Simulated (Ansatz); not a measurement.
Consider the following.

Ti2O:
```cif
data_OTi2
_chemical_formula_sum 'Ti2 O1'
_space_group_name_H-M_alt 'P-3m1'
_space_group_IT_number 164
_space_group_name_Hall '-P 3 2"'
_cell_length_a 2.93018
_cell_length_b 2.93018
_cell_length_c 4.66504
_cell_angle_alpha 90.000
_cell_angle_beta 90.000
_cell_angle_gamma 120.000
loop_
_atom_site_label
_atom_site_type_symbol
_atom_site_symmetry_multiplicity
_atom_site_Wyckoff_symbol
_atom_site_fract_x
_atom_site_fract_y
_atom_site_fract_z
_atom_site_occupancy
Ti1 Ti 2 d 0.66667 0.33333 0.26096 1
O1 O 1 a 0.00000 0.00000 0.00000 1
```

This is the LDA-relaxed structure.

**Question.** All from the program Ansatz at the LDA level (PAW), unless another level is named. Give the electronic character.

**Answer.** metallic (no gap).

**Question.** Give the density of states at the Fermi level.

**Answer.** 0.35 states/eV per atom (mean over ±0.08 eV).

**Question.** And the formation energy from the elements (no fitted shifts)?

**Answer.** -1.99 eV/atom.

The workflow started from a Materials Project entry (that database holds measured and hypothetical structures alike); the Crystallography Open Database files this formula in space group No. 164, but the cells were not matched. Its standing as an ambient phase is unchecked. Symmetry was held in the LDA relaxation; its stability against distortions is not shown here. No spin polarisation was allowed. Without spin polarisation and U, an open-shell compound can come out a false metal. The references are the lowest solids computed at this level, not always the standard phases (solids in place of the gases).

Potentials: the later of the program's two PAW sets.
